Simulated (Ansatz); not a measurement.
HfS2:
```
CELL_PARAMETERS angstrom
      3.55666     0.00000     0.00000
     -1.77833     3.08016     0.00000
      0.00000     0.00000     5.68034
ATOMIC_POSITIONS crystal
  Hf 0.00000 0.00000 0.00000
  S  0.33333 0.66667 0.25451
  S  0.66667 0.33333 0.74549
```

Relaxed with LDA.

Question: Give the Bader charges and basin volumes of the independent atoms, DFT-LDA in the program Ansatz with PAW potentials.

Answer: 

| atom | Bader charge (e) | Bader volume (Å³) |
|---|---|---|
| Hf1 | +2.00 | 12.4 |
| S2 | -1.00 | 24.9 |

Space group P-3m1 (CdI2 type). The cell was relaxed with LDA under the symmetry of its start. No spin polarisation was allowed. A crystal of weakly bound layers computed without a dispersion correction: the cell and the soft elastic constants depend strongly on that. Scalar-relativistic: spin–orbit coupling is off unless named, which matters more the heavier the elements.

Potentials: the later of the program's two PAW sets.
